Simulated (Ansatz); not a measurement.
# LuBi₂ClO₄: reading a single point

```
Cl Lu O Bi
1.0
     3.88285    0.00000    0.00000
     0.00000    3.88285    0.00000
     0.00000    0.00000    8.99417
Cl Lu O Bi
1 1 4 2
Direct
  0.00000 0.00000 0.50000
  0.00000 0.00000 0.00000
  0.50000 0.00000 0.84800
  0.00000 0.50000 0.84800
  0.50000 0.00000 0.15200
  0.00000 0.50000 0.15200
  0.50000 0.50000 0.71930
  0.50000 0.50000 0.28070
```

Method: LDA, no spin polarisation; PAW, plane waves to 420 eV, 7×7×3 Γ-centred mesh, fermi-dirac occupations (width 0.1 eV) (Ansatz 0.2.0), atoms fixed.

**Question.** What is the character of the valence top and the conduction bottom?

**Answer.** Within 0.7 eV of the edges, the states project mainly on O p (73 %) below the gap and on Bi p (67 %) above it.

**Question.** Give the Bader charges.

**Answer.** Bader charges in e: Lu +2.18, Bi +1.74, Cl -0.73, O -1.23. In the mean Lu gives up most and O takes most.

**Question.** Is the cell too large or too small?

**Answer.** The pressure is -9.6 GPa (compression positive), so with the atoms held at these fractions the cell would first shrink; the forces are large, so a full relaxation may end otherwise.

**Question.** Metal or insulator? Give the gap.

**Answer.** The gap is 0.97 eV, indirect (the least direct gap found is 1.40 eV).

**Question.** Which atom feels the largest force, and which way?

**Answer.** The largest is on Bi7 (and as large on other atoms): 1.13 eV/Å, components (0.00, 0.00, 1.13). It makes 59° with the line to a nearest neighbour, O3 at 2.26 Å.

Origin: a database entry at a rescaled volume. Caveats: no spin-orbit coupling, which can shift this gap by tenths of an eV.
